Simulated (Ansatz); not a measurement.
## Zone-centre phonons of ZnC2: input and output

The calculation used Ansatz 0.2.0, DFT LDA, scalar-relativistic, plane waves, PAW.

It can be run as:
```bash
ansatz run input.yaml --threads 1 --pin off --backend cpu --events-out ev --progress --plain --runs-dir out  # memory cap (--max-ram) not shown
```

Input (bare energies are in eV):
```yaml
crystal:
  lattice:
    - [-1.9580568463, 1.9580568463, 2.4955690699]
    - [1.9580568463, -1.9580568463, 2.4955690699]
    - [1.9580568463, 1.9580568463, -2.4955690699]
  atoms:
    - { symbol: Zn, position: [0.0, 0.0, 0.0] }
    - { symbol: C, position: [0.6238861176, 0.6238861176, 0.0] }
    - { symbol: C, position: [0.3761138824, 0.3761138824, 0.0] }
basis:
  ecutwfc: 420
kpoints:
  mp_grid: { grid: [8, 8, 8] }
hamiltonian:
  xc: lda
scf:
  occupations: { method: fixed }
output:
  eigenvalues: true
phonons:
  method: dfpt
  dielectric: true
  rigid_motions: translations
  eigenvectors: true
```

The end of the output:
```
--- Phonons (Γ-DFPT): 4 representative perturbations + reference, on 150 of 512 k-points (Σ response iterations 15) ---
  k mesh reduced under 2 symmetry operations, with k and −k counted as one. Each operation leaves every solved perturbation unchanged. A smaller set is not considered because the run solves the response ...
  ASR residual: 1.420e-4 → 0.000e0 eV/Å²; symmetrization residual: 7.495e-6 eV/Å²
  ASR residual per site (eV/Å²): 8.99e-5 1.42e-4 1.42e-4
  Γ frequencies (cm⁻¹): -154.62 -154.62 0.00 0.00 0.00 373.84 373.84 667.87 2041.82
  ε∞ (high-frequency dielectric tensor):
        4.846067     0.000000    -0.000000
        0.000000     4.846067     0.000000
       -0.000000     0.000000     6.223272
  softest optical mode at Γ: -154.62 cm⁻¹; the repairs (sum rule, projections) moved no ω² at Γ by more than (2.18 cm⁻¹)²
  Born effective charges Z* (e; rows j = field, columns β = displacement):
    site 0:
         2.43080    0.00000    0.00000
        -0.00000    2.43080    0.00000
         0.00000   -0.00000    1.64378
    site 1:
        -1.21540    0.00000   -0.00000
         0.00000   -1.21540   -0.00000
         0.00000   -0.00000   -0.82189
    site 2:
        -1.21540    0.00000    0.00000
         0.00000   -1.21540    0.00000
         0.00000    0.00000   -0.82189
  Z* charge neutrality: 2.635e-4 e pre-enforcement
  solved inside a basis spanned on kpoints, on 8×8×8 k-points, its susceptibility summed on 12×12×12: ε∞ is read to err by 1.7e-2, Z* by 1.3e-2 e (field_mesh: kpoints solves on kpoints); Z* is corrected for ...
  optical modes at Γ without the LO–TO term, one row a degenerate level:
      ω (cm⁻¹) modes IR ((D/Å)²/amu)
       -154.62      2            15.5197
        373.84      2             0.0000
        667.87      1             3.5485
       2041.82      1             0.0000
  optical modes at Γ + LO–TO along q̂ = [1.0000, 0.0000, 0.0000]:
      ω (cm⁻¹) modes IR ((D/Å)²/amu)
       -154.62      1             7.7599
        255.59      1             7.7599
        373.84      2             0.0000
        667.87      1             3.5485
       2041.82      1             0.0000
  optical modes at Γ + LO–TO along q̂ = [0.0000, 1.0000, 0.0000]:
      ω (cm⁻¹) modes IR ((D/Å)²/amu)
       -154.62      1             7.7599
        255.59      1             7.7599
        373.84      2             0.0000
        667.87      1             3.5485
       2041.82      1             0.0000
  optical modes at Γ + LO–TO along q̂ = [0.0000, 0.0000, 1.0000]:
      ω (cm⁻¹) modes IR ((D/Å)²/amu)
       -154.62      2            15.5197
        373.84      2             0.0000
        691.25      1             3.5485
       2041.82      1             0.0000
```

Its imaginary modes show that this cell, built by swapping an element in a database structure, isn't a minimum of the energy. The crystal is built of chains and no dispersion correction was added, so the binding between them is poorly described, and with it their spacing and whatever depends on it.

Negative frequencies stand for imaginary ones: the cell is unstable against these modes.